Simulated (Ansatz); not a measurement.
Values for one crystal, relaxed and computed with DFT-LDA in the program Ansatz with PAW potentials; other levels are named.

```yaml
volume_per_atom: 18.82 Å³
electronic_character: metallic (no gap)
Density of states at the Fermi level: 0.36 states/eV per atom (mean over ±0.08 eV)
hill_bulk_and_shear_moduli: 131 and 36.6 GPa
zone_centre_stability: no imaginary mode at Γ
mechanical_stability: stable (all eigenvalues of C positive)
Poisson's ratio: 0.37
```

Question: Which compound is it?
A. Al2Cu, I4/mcm (Al on 8h, Cu on 4a)
B. AlOs, CsCl type
C. YRh, CsCl type
D. TaRu, L1₀ or tetragonal B2

Answer: C, YRh, CsCl type

Space group Pm-3m (CsCl type). The first step of the workflow began from a Materials Project structure, measured or hypothetical; the Crystallography Open Database files this formula in space group No. 221, but the cells were not matched. Its standing as an ambient phase is unchecked. Symmetry was held in the LDA relaxation. The run is not spin-polarised. As this level gives no gap, shear constants depend on the k-mesh and smearing (Fermi–Dirac, 0.1 eV here). Scalar-relativistic: spin–orbit coupling is off unless named, which matters more the heavier the elements.

Potentials: the later of the program's two PAW sets.
